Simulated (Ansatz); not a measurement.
Below is a relaxed structure of Si2Br. The cell was found from a structure generator's guess, not taken from experiment.

Theory: DFT PBE, scalar-relativistic, plane waves, PAW in Ansatz. Cutoff 420 eV, Γ-centred mesh, Gaussian smearing, no spin polarisation.

```
CELL_PARAMETERS angstrom
6.70111 0.00000 0.00000
0.00000 3.91083 0.00000
-2.86239 0.00000 7.52571
ATOMIC_POSITIONS crystal
Si 0.41040 0.75000 0.98476
Si 0.89956 0.25000 0.94290
Si 0.58960 0.25000 0.01524
Si 0.10044 0.75000 0.05710
Br 0.82483 0.25000 0.64677
Br 0.17517 0.75000 0.35323
```

Energies over the elements count from the elements' standard structures at the same level, with no fitted energy shifts. The references include crystalline Br.

Problem. Find its symmetry and describe it.

Solution. P2_1/m (No. 11). Conventional cell: a = 6.701 Å, b = 3.911 Å, c = 8.052 Å, β = 110.8°. Around Si on its first site lie 3 Si at 2.26–2.35 Å; Si on its second site is surrounded by 1 Br at 2.26 Å and 3 Si at 2.35–2.37 Å; around Br lies 1 Si at 2.26 Å.

Problem. What is its formation energy per atom?

Solution. −0.05 eV/atom. A negative formation energy is needed for stability but isn't enough: competing phases decide.

Problem. Is it a metal?

Solution. Yes, bands cross the Fermi level on the 6×10×6 mesh.

The last run used a 6×10×6 mesh (in the run's order of axes) for its 6-atom cell and Gaussian smearing of 0.10 eV. No dispersion correction is applied, so the spacing and binding between layers, chains or molecules are poorly described. The reference form of Br is held partly by dispersion forces, which this level lacks. This cell was reached by moving the atoms of another relaxed cell at random and relaxing again, last within the group found; it had no such test of its own.
